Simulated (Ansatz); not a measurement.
**Relaxing a structure of Ge**

The start is a generated cell, Ge placed in the trigonal-Te structure type. Cell shape, volume and atoms are optimised at zero target pressure with PBE (plane waves to 420 eV, PAW, scalar-relativistic; Ansatz, an electronic-structure program). The first steps use a coarse 7×7×5 k-mesh.

Starting cell:
```
Ge
1.0
    3.77293     0.00000     0.00000
   -1.88647     3.26745     0.00000
    0.00000     0.00000     5.01336
Ge
3
Direct
  0.26360   0.00000   0.33333
  0.00000   0.26360   0.66667
  0.73640   0.73640   0.00000
```

| Property | Result |
|---|---|
| Initial pressure | +4 GPa (positive: the cell is compressed) |
| Largest initial force | about 1.8 eV/Å, on Ge1, Ge2, Ge3 (atoms numbered as listed) |
| Outcome | The space group goes from P3₁21 (No. 152) to Pm-3m (No. 221); the end is AFLOW prototype A_cP1_221_a (A_h), with 1 atom in the primitive cell |
| Volume change | -3.2 %, from 20.60 to 19.95 Å³/atom |
| Shortest distances (start → end) | The closest pairs of elements (up to four, under 3.6 Å), start → end: Ge–Ge 2.40 → 2.71 Å |
| Band gap at the end | zero (metallic) |
| Optimiser moves | 8 |

The end point of the relaxation:

Space group Pm-3m (No. 221); a = b = c = 2.7122 Å, α = β = γ = 90.00°

```csv
atom,site,symmetry,x,y,z
Ge,1b,m-3m,0.5000,0.5000,0.5000
```

Final values are on a 17×17×17 k-mesh of the relaxed cell. No spin polarisation in the result.

The run could not lose the symmetry of its start: the end is stationary, and may be a saddle point rather than a minimum.

The relaxed structure here is a generated cell of Ge: the first start was made by placing the elements on the sites of a structure type, and the end was not matched to a known phase here, so it may be hypothetical. Known forms of Ge include space group No. 227.
